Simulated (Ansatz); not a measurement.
This run works on a proposed trial structure, not on a known crystal.

Input and command of a plane-wave DFT calculation in Ansatz:

```yaml
crystal:
  lattice:
    - [3.0701821093, 0.0, 0.0]
    - [-1.5350910546, 2.6588557009, 0.0]
    - [0.0, 0.0, 16.1291829744]
  atoms:
    - { symbol: Ta, position: [0.0, 0.0, 0.0] }
    - { symbol: Ta, position: [0.0, 0.0, 0.5] }
    - { symbol: Mo, position: [0.3333333333, 0.6666666667, 0.6627185278] }
    - { symbol: Mo, position: [0.3333333333, 0.6666666667, 0.8372814722] }
    - { symbol: Mo, position: [0.6666666667, 0.3333333333, 0.1627185278] }
    - { symbol: Mo, position: [0.6666666667, 0.3333333333, 0.3372814722] }
    - { symbol: C, position: [0.6666666667, 0.3333333333, 0.9168233265] }
    - { symbol: C, position: [0.3333333333, 0.6666666667, 0.0831766735] }
    - { symbol: C, position: [0.6666666667, 0.3333333333, 0.75] }
    - { symbol: C, position: [0.6666666667, 0.3333333333, 0.5831766735] }
    - { symbol: C, position: [0.3333333333, 0.6666666667, 0.4168233265] }
    - { symbol: C, position: [0.3333333333, 0.6666666667, 0.25] }
basis:
  ecutwfc: 420
kpoints:
  mp_grid: { grid: [12, 12, 2] }
hamiltonian:
  xc: pbe
scf:
  occupations: { method: gaussian, width: 0.1 }
output:
  forces: true
  stress: true
  eigenvalues: true
relax:
  adjacent_minimum: "off"
  f_tol: 0.01
  max_steps: 30
  cell: { stress_tol: 0.1, fix: [volume] }
```

```bash
ansatz run input.yaml --threads 1 --pin off --max-ram 2560MiB --backend cpu --events-out ev --progress --plain --runs-dir out
```

Processor: Intel(R) Xeon(R) Platinum 8259CL CPU @ 2.50GHz (Skylake/Cascade Lake), 1 thread, on a host shared with other jobs.

**Question.** How long does it run, and how much memory does it take?

**Answer.** About 93 s, peak memory 0.64 GiB. It solves 65 bands at 38 k points (after reduction by symmetry) with about 2549 plane waves, in 34 SCF iterations over 5 ionic steps.
